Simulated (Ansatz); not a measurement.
Given:

Starting cell, Si (diamond):

```
CELL_PARAMETERS angstrom
      0.00000     2.71678     2.71678
      2.71678     0.00000     2.71678
      2.71678     2.71678     0.00000
ATOMIC_POSITIONS crystal
  Si 0.50000 0.50000 0.50000
  Si 0.75000 0.75000 0.75000
```

Scan: atom 1 (Si, nearest neighbour Si at 2.353 Å; its periodic images, 3.8 Å or more away, move with it) is displaced along Cartesian [111], direction (0.577, 0.577, 0.577) in Cartesian axes, by s. The other atoms stay.

The numbers are results of PBEsol (plane waves to 420 eV, PAW, scalar-relativistic; Ansatz, a program for electronic structure), not measurements. k mesh 9×9×9 (Γ-centred), Fermi-Dirac smearing 0.05 eV. E stands for the smeared free energy. As the smearing reaches across the gap at some points, energies and forces of such displacements shift with the k mesh and the smearing. Si was relaxed with its symmetry unable to fall. The PAW data are Ansatz's earlier set. ΔE is measured from the undisplaced structure.

The scan covers s from -0.240 to 0.240 Å in 11 points.

Task: Is the energy the same for displacements of ±0.240 Å, and if not, which side lies higher?

Result: Not even: the positive side lies higher at ±0.240 Å. With its periodic images moving along, the atom's site symmetry in this cell is -43m.

Task: What force acts on the atom along the line at s = -0.240 Å?

Result: 1.91 eV/Å.

Task: What is the energy change at s = 0.240 Å?

Result: 478 meV/cell.

Task: What is the force constant k = d²E/ds² of this move at s = 0?

Result: 13.3 eV/Å².

Task: With two atoms in the cell this is the zone-centre optical mode. What wavenumber follows?

Result: 508 cm⁻¹.

(A displaced cell: forces are minus the slopes of the energy, force constants its curvatures, and phonons follow from these.)
